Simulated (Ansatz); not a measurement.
The relaxed structure here is a generated cell of Nb: the first start was made by placing the elements on the sites of a structure type, and the end was not matched to a known phase here, so it may be hypothetical. Known forms of Nb include space group No. 229.

One stationary structure of Nb. All values below come from PBEsol (plane waves to 420 eV, PAW, scalar-relativistic; Ansatz, an electronic-structure program).

```xyz
1
Lattice="2.6852 0.0000 0.0000 0.0000 2.6852 0.0000 0.0000 0.0000 2.6852" Properties=species:S:1:pos:R:3 pbc="T T T"
Nb     0.0000     0.0000     0.0000
```

Task: Determine the symmetry and give the standard cell with its independent sites.

Result: Space group Pm-3m (No. 221); a = 2.685 Å, b = 2.685 Å, c = 2.685 Å, α = 90.00°, β = 90.00°, γ = 90.00°

```csv
atom,site,symmetry,x,y,z
Nb,1a,m-3m,0.0000,0.0000,0.0000
```

This is the simple cubic type.

Task: Give the shortest distances between elements (the closest pairs, up to four, under 3.6 Å).

Result: Nb–Nb 2.69 Å.

- Volume per atom: 19.36 Å³
- Band gap: no gap (metallic)

No spin polarisation in the result.

The run could not lose the symmetry of its start: the end is stationary, and may be a saddle point rather than a minimum.
